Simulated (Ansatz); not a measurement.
CuAu, in the lowest among the structures calculated here: P4/mmm (No. 123), tP2; a = b = 2.823 Å, c = 3.569 Å, α = β = γ = 90.00°; Cu 1a (0.000, 0.000, 0.000); Au 1d (0.500, 0.500, 0.500). Computed with PBEsol (plane waves to 420 eV, PAW, scalar-relativistic; Ansatz, a first-principles code). Element references, the lowest calculated here: Au (Fm-3m), Cu (Fm-3m).

What is the computed formation energy of this P4/mmm form of CuAu from the elements (PBEsol)?

-0.05 eV/atom.

Static energies, no anion corrections, no zero-point energy. Values are rounded to 0.01 eV/atom. Spin-orbit coupling is missing from these energies, which matters for elements this heavy. The compounds carry no spin polarisation.
